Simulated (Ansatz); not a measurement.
Put Ba₂CuAs₂ in P-6m2 (No. 187): Ba on 2i; Cu on 1f; As on 1d and 1a.

All numbers below come from Ansatz 0.2.0, DFT PBE, scalar-relativistic, plane waves, PAW. Cutoff 420 eV, Γ-centred mesh, Gaussian smearing, no spin polarisation.

Energies over the elements count from the elements' standard structures at the same level, with no fitted energy shifts.

**Question.** Which cell and coordinates does it relax to?

**Answer.**

Space group P-6m2 (No. 187). a = 4.342 Å, b = 4.342 Å, c = 9.996 Å, α = 90.00°, β = 90.00°, γ = 120.00°
```csv
atom,site,symmetry,x,y,z
Ba,2i,3m.,0.6667,0.3333,0.1991
Cu,1f,-6m2,0.6667,0.3333,0.5000
As,1d,-6m2,0.3333,0.6667,0.5000
As,1a,-6m2,0.0000,0.0000,0.0000
```

Ba is surrounded by 1 Cu at 3.01 Å, 3 As at 3.20 Å and 3 As at 3.91 Å; Cu is surrounded by 3 As at 2.51 Å and 2 Ba at 3.01 Å; As on its first site has 3 Cu at 2.51 Å; As on its second site is surrounded by 6 Ba at 3.20 Å. Another local minimum with the same sites may exist.

**Question.** And its energy and gap?

**Answer.** The energy over the elements is −0.56 eV/atom and the gap on the 12×12×4 mesh of the 5-atom cell is 0 eV (a metal). A negative formation energy is needed for stability but isn't enough: competing phases decide.

The last run used Gaussian smearing of 0.10 eV. The cell is a metal run without spin; a magnetic state may lie lower. The reference form of As is held partly by dispersion forces, which this level lacks. A structure relaxed within its symmetry needn't be a true minimum.
